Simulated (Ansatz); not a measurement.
This guess for AlCoC₆N₆ is about to be relaxed.

```
CELL_PARAMETERS angstrom
0.00000 5.05250 5.05250
5.05250 0.00000 5.05250
5.05250 5.05250 0.00000
ATOMIC_POSITIONS crystal
Al 0.00000 0.00000 0.00000
Co 0.50000 0.50000 0.50000
C 0.81445 0.18555 0.18555
C 0.18555 0.81445 0.18555
C 0.18555 0.18555 0.81445
C 0.18555 0.81445 0.81445
C 0.81445 0.18555 0.81445
C 0.81445 0.81445 0.18555
N 0.69866 0.30134 0.30134
N 0.30134 0.69866 0.30134
N 0.30134 0.30134 0.69866
N 0.30134 0.69866 0.69866
N 0.69866 0.30134 0.69866
N 0.69866 0.69866 0.30134
```

All numbers below come from Ansatz 0.2.0, DFT PBE, scalar-relativistic, plane waves, PAW. Cutoff 420 eV, Gaussian smearing, Γ-centred meshes. Cell and atoms relax first on a coarse mesh and then on a converged one. In between, the cell is made exact in the group found at 0.06 Å. The steps can't lower the symmetry of their start. Collinear spin, starting moments Co 3.0 μB; they died out on the coarse mesh, so the last step has no spin.

A guess keeps its type if space group and coordination stay and the shape of the cell changes little (axis ratios within about 15 %, angles within 6°); the volume may change.

**Question.** Does it keep its structure type, or change into something else?

**Answer.** It keeps its type. The symmetry stays Fm-3m (No. 225). The volume per atom grows by 4.4 %, from 18.4 to 19.2 Å³. The shortest distance goes from 1.17 Å (C–N) to 1.16 Å (C–N). Counting neighbours within 15 % of an atom's shortest distance, the start has Al 6, C 1, Co 6, N 1 and the end Al 6, C 1, Co 6, N 1.

The last run used a 4×4×4 mesh for its 14-atom cell and Gaussian smearing of 0.02 eV. Trial moments died out on the coarse mesh, so the last step has no spin; another magnetic start might hold. A structure relaxed within its symmetry needn't be a true minimum.
